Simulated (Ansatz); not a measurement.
CaO (rock salt)

```xyz
4
Lattice="0.0000 4.8307 4.8307 2.4153 2.4153 4.8307 2.4153 2.4153 0.0000" Properties=species:S:1:pos:R:3 pbc="T T T"
O      0.0000     0.0000     0.0000
O      2.4153     4.8307     7.2460
Ca     2.4153     7.2460     7.2460
Ca     2.4153     4.8307     4.8307
```

The atoms are displaced by Q × the pattern below (from a DFPT mode at X = (0.5, 0.5, 0.0), largest move 1; Q in Å), at fixed cell. It is one choice among 2 degenerate patterns. (q is in reciprocal vectors of the primitive cell; the cell shown is doubled to hold the pattern.)

| atom | x | y | z |
|---|---|---|---|
| O1 | 0.000 | -0.491 | 0.000 |
| O2 | 0.000 | 0.491 | 0.000 |
| Ca3 | 0.000 | 1.000 | 0.000 |
| Ca4 | 0.000 | -1.000 | 0.000 |

All values below come from PBE (plane waves to 420 eV, PAW, scalar-relativistic; Ansatz, a first-principles code). k mesh 12×12×12 (Γ-centred), Fermi-Dirac smearing 0.05 eV. CaO was relaxed with its symmetry unable to fall. 

```tsv
Q (Å)	−dE/dQ from forces (eV/Å)
-0.100	1.258
-0.083	1.049
-0.067	0.839
-0.050	0.630
-0.033	0.420
-0.017	0.210
0.000	0.000
0.017	-0.210
0.033	-0.420
0.050	-0.630
0.067	-0.839
0.083	-1.049
0.100	-1.258
```

### Question
What harmonic wavenumber does the curvature at Q = 0 give?

### Answer
198 cm⁻¹. E″ = 12.60 eV/Å², M = Σ mᵢ|uᵢ|² = 87.9 u, ν̃ = 521.5·√(|E″|/M).

(A displaced cell: forces are minus the slopes of the energy, force constants its curvatures, and phonons follow from these.)
